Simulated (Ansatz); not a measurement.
Br:
Space group Cmce (No. 64); a = 8.7173 Å, b = 4.2697 Å, c = 8.7090 Å, α = β = γ = 90.00°

| atom | site | symmetry | x | y | z |
|---|---|---|---|---|---|
| Br | 8f | m.. | 0.0000 | 0.1418 | 0.1184 |
(The calculation used a cell of 4 atoms; values per cell refer to that cell.)

Relaxed with PBE.

Task: Which orbitals make up the states near the band edges in the program Ansatz at the PBE level (PAW)?

Result: Top 1 eV of the valence band: Br 4p 99 %. Bottom 1 eV of the conduction band: Br 4p 96 %. Projections are on Löwdin-orthogonalised atomic valence shells; empty p or d shells of many metals are not among them.

Task: Tabulate the density of states.

Result: States/eV per cell of 4 atoms, in 0.25 eV bins, energy from the valence-band maximum.

```
E (eV)  total  Br 4p  Br 4s
------  -----  -----  -----
-7.85    0.00   0.00   0.00
-7.60    0.00   0.00   0.00
-7.35    0.00   0.00   0.00
-7.10    0.00   0.00   0.00
-6.85    0.00   0.00   0.00
-6.60    0.00   0.00   0.00
-6.35    0.00   0.00   0.00
-6.10    0.00   0.00   0.00
-5.85    0.00   0.00   0.00
-5.60    0.00   0.00   0.00
-5.35    0.00   0.00   0.00
-5.10    0.00   0.00   0.00
-4.85    4.90   4.73   0.13
-4.60    5.66   5.39   0.22
-4.35    2.11   1.98   0.11
-4.10    1.91   1.78   0.12
-3.85    1.25   1.14   0.09
-3.60    0.18   0.17   0.01
-3.35    0.00   0.00   0.00
-3.10    1.64   1.61   0.03
-2.85    4.05   3.98   0.05
-2.60    5.69   5.60   0.07
-2.35    7.68   7.59   0.05
-2.10    9.82   9.73   0.05
-1.85    2.96   2.91   0.04
-1.60    0.14   0.14   0.00
-1.35    1.07   1.05   0.01
-1.10    5.40   5.29   0.08
-0.85    5.87   5.79   0.05
-0.60    8.35   8.27   0.04
-0.35    8.53   8.44   0.06
-0.10    2.78   2.76   0.01
0.15     0.00   0.00   0.00
0.40     0.00   0.00   0.00
0.65     0.00   0.00   0.00
0.90     0.00   0.00   0.00
1.15     0.00   0.00   0.00
1.40     1.54   1.45   0.07
1.65     2.34   2.21   0.09
1.90     4.90   4.68   0.13
2.15     6.10   5.88   0.11
2.40     1.12   1.09   0.02
2.65     0.00   0.00   0.00
2.90     0.00   0.00   0.00
3.15     0.00   0.00   0.00
3.40     0.00   0.00   0.00
3.65     0.00   0.00   0.00
3.90     0.00   0.00   0.00
4.15     0.00   0.00   0.00
4.40     0.00   0.00   0.00
4.65     0.00   0.00   0.00
4.90     0.00   0.00   0.00
5.15     0.00   0.00   0.00
5.40     0.08   0.00   0.00
5.65     0.29   0.00   0.00
5.90     0.49   0.00   0.00
6.15     0.61   0.00   0.00
```

The cell was relaxed with PBE under the symmetry of its start. The substance is a gas or liquid at ambient conditions; this is its low-temperature solid. The volume lies over 15 % above that of the usual cell of this phase: another minimum, or an error of the functional. A crystal of weakly bound units computed without a dispersion correction: the cell and the soft elastic constants depend strongly on that. Scalar-relativistic: spin–orbit coupling is off unless named, which matters more the heavier the elements.

Potentials: the earlier of the program's two PAW sets.
